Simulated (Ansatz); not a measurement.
Here is the system:

MgO:
```xyz
12
Lattice="5.5903 0.0000 0.0000 0.0000 5.5903 0.0000 0.0000 0.0000 5.5903" Properties=species:S:1:pos:R:3 pbc="T T T"
Mg     1.3976     0.0000     2.7952
Mg     4.1927     0.0000     2.7952
Mg     2.7952     4.1927     0.0000
Mg     2.7952     1.3976     0.0000
Mg     0.0000     2.7952     4.1927
Mg     0.0000     2.7952     1.3976
O      1.3976     2.7952     0.0000
O      4.1927     2.7952     0.0000
O      0.0000     4.1927     2.7952
O      0.0000     1.3976     2.7952
O      2.7952     0.0000     4.1927
O      2.7952     0.0000     1.3976
```

This is the PBEsol-relaxed structure.

Task: All from plane-wave PAW PBEsol (Ansatz code), unless another level is named. Predict the Hill bulk and shear moduli.

Result: 96.9 and 33.2 GPa.

Task: Predict the zero-point energy.

Result: 73.3 meV/atom.

Space group Pm-3n. The first step of the workflow began from a Materials Project structure, measured or hypothetical; the Crystallography Open Database copy checked does not list it. It is not the phase usual at ambient conditions (space group No. 225). Symmetry was held in the PBEsol relaxation; phonons on a q-mesh show no instability.

Potentials: the later of the program's two PAW sets.
